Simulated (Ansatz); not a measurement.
Relaxed-ion elastic tensor of ZnCdSe₂ in space group P-4m2 (No. 115; Zn on 1c, Cd on 1a, Se on 2g) in GPa (Voigt order), PBEsol (plane waves, PAW; program Ansatz); density 5.55 g/cm³, 25.10 Å³ per atom.

```
90.7  31.9  49.9   0.0   0.0   0.0
31.9  90.7  49.9   0.0   0.0   0.0
49.9  49.9  77.2   0.0   0.0   0.0
 0.0   0.0   0.0  28.8   0.0   0.0
 0.0   0.0   0.0   0.0  28.8   0.0
 0.0   0.0   0.0   0.0   0.0  12.4
```

Problem. Is the crystal mechanically stable?

Solution. Yes: the smallest eigenvalue of C is 12.4 GPa.

Problem. Work out the Voigt, Reuss and Hill averages.

Solution. K_V = 58.0, K_R = 58.0, K_H = 58.0; G_V = 22.4, G_R = 19.1, G_H = 20.8 GPa.

Problem. Give Young's modulus, Poisson's ratio, Pugh's ratio and the universal anisotropy index.

Solution. E = 9KG/(3K + G) = 55.6 GPa; ν = 0.34; K/G = 2.79 (ductile by the Pugh limit of 1.75); A_U = 5G_V/G_R + K_V/K_R − 6 = 0.89.

Problem. Estimate the sound speeds and the Debye temperature.

Solution. v_l = √((K + 4G/3)/ρ) = 3930 m/s, v_t = √(G/ρ) = 1930 m/s, mean 2170 m/s; Θ = (h/k)(3n/4πV)^(1/3) v_m = 221 K.

Problem. How much does each axis shrink under pressure?

Solution. Linear compressibilities β_i = Σ_j S_ij (j = 1 to 3): x 6.1, y 6.1, z 5.1 per TPa.

The first step of the workflow began from a Materials Project structure, measured or hypothetical; the Crystallography Open Database copy checked does not list it. Its standing as an ambient phase is unchecked. Symmetry was held in the PBEsol relaxation; of distortions, only those at the zone centre were tested.

Potentials: the later of the program's two PAW sets.
